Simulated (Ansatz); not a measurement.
Data:

TaRu:
```cif
data_RuTa
_chemical_formula_sum 'Ru1 Ta1'
_space_group_name_H-M_alt 'P 1'
_space_group_IT_number 1
_cell_length_a 3.15433
_cell_length_b 3.15433
_cell_length_c 3.15433
_cell_angle_alpha 90.000
_cell_angle_beta 90.000
_cell_angle_gamma 90.000
loop_
_space_group_symop_operation_xyz
  'x, y, z'
loop_
_atom_site_label
_atom_site_type_symbol
_atom_site_fract_x
_atom_site_fract_y
_atom_site_fract_z
_atom_site_occupancy
Ru1 Ru 0.00000 0.00000 0.00000 1
Ta1 Ta 0.50000 0.50000 0.50000 1
```

This is the r²SCAN-relaxed structure.

Q: All from the program Ansatz at the r²SCAN level (PAW), unless another level is named. Predict the density of states at the Fermi level.

A: 1.7 states/eV per atom (mean over ±0.08 eV).

Q: What about the formation energy from the elements (no fitted shifts)?

A: -0.32 eV/atom.

Q: Next, the gap with spin–orbit coupling?

A: none (metallic).

Space group Pm-3m (CsCl type). The workflow started from an entry of the Crystallography Open Database (COD), which files this formula under 2 space groups. Whether it is the stable phase at ambient conditions was not checked. Symmetry was held in the r²SCAN relaxation; its stability against distortions is not shown here. No spin polarisation was allowed. The references are the lowest solids computed at this level, not always the standard phases. Scalar-relativistic: spin–orbit coupling is off unless named, which matters more the heavier the elements.

Potentials: the later of the program's two PAW sets.
